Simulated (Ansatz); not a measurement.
The relaxed structure here is a generated cell of AlNi: the first start was made by placing the elements on the sites of a structure type, and the end was not matched to a known phase here, so it may be hypothetical. Known forms of AlNi include space group No. 221.

One stationary structure of AlNi. Space group R-3m (No. 166), AFLOW prototype AB_hR2_166_a_b (L1_1, as in CuPt). These are PBE (plane waves to 420 eV, PAW, scalar-relativistic; Ansatz, an electronic-structure program) values and carry that method's errors.

```xyz
2
Lattice="1.3653 0.7883 3.9040 -1.3653 0.7883 3.9040 0.0000 -1.5766 3.9040" Properties=species:S:1:pos:R:3 pbc="T T T"
Al     0.0000     0.0000     0.0000
Ni     0.0000     0.0000     5.8560
```

Problem. What magnetic moment does PBE give?

Solution. Zero (the starting moments vanished).

No spin polarisation in the result: the starting moments vanished. A magnetic state may lie lower.

The run could not lose the symmetry of its start; a randomly shaken copy of 4 atoms returns to this structure.

All atoms sit on sites fixed by symmetry, so only the cell could relax.
